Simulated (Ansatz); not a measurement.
# TaSi2, first-principles data

TaSi2:
```
TaSi2
1.0
    4.76193     0.00000     0.00000
   -2.38097     4.12395     0.00000
    0.00000     0.00000     6.55306
Si Ta
6 3
Direct
  0.15910   0.31820   0.50000
  0.84090   0.15910   0.83333
  0.68180   0.84090   0.16667
  0.84090   0.68180   0.50000
  0.15910   0.84090   0.83333
  0.31820   0.15910   0.16667
  0.50000   0.00000   0.50000
  0.50000   0.50000   0.83333
  0.00000   0.50000   0.16667
```

Space group P6_222 (No. 180); conventional cell a = b = 4.7619 Å, c = 6.5531 Å, α = β = 90.00°, γ = 120.00°.

Method: DFT-PBEsol in the program Ansatz with PAW potentials. The cell and atoms are relaxed at this level. Other levels are named where they apply.

**Cell and energy**

* **Volume per atom**: 14.30 Å³
* **Density**: 9.18 g/cm³
* **Formation energy from the elements (no fitted shifts)**: -0.58 eV/atom

**Electronic structure**

Electronic character: metallic (no gap)
Density of states at the Fermi level: 0.36 states/eV per atom (mean over ±0.08 eV)
Gap with spin–orbit coupling: none (metallic)

**Mechanics**

- Bulk modulus (Birch–Murnaghan fit) = 1950 kbar
- Pressure derivative B′ = 4.3
- Elastic constants (relaxed ions, GPa) = C11 = 383, C12 = 79.6, C13 = 94.4, C33 = 481, C44 = 141
- Mechanical stability = stable (all eigenvalues of C positive)
- Hill bulk and shear moduli = 197 and 151 GPa
- Young's modulus = 361 GPa
- Poisson's ratio = 0.19
- Debye temperature from the elastic constants = 549 K

**Phonons**

Highest zone-centre frequency: 411 cm^-1
Zone-centre stability: no imaginary mode at Γ

Symmetry was held in the PBEsol relaxation. No spin polarisation was allowed. As this level gives no gap, shear constants depend on the k-mesh and smearing (Fermi–Dirac, 0.1 eV here). As this level gives no gap, phonon frequencies hold no LO–TO term and depend on the k-mesh and smearing (Fermi–Dirac, 0.1 eV here). On the denser mesh and wider smearing of the elastic run this cell carries a stress of 0.4 GPa. The references are the lowest solids computed at this level, not always the standard phases. Spin–orbit coupling is left out wherever it is not named.

Potentials: the later of the program's two PAW sets.
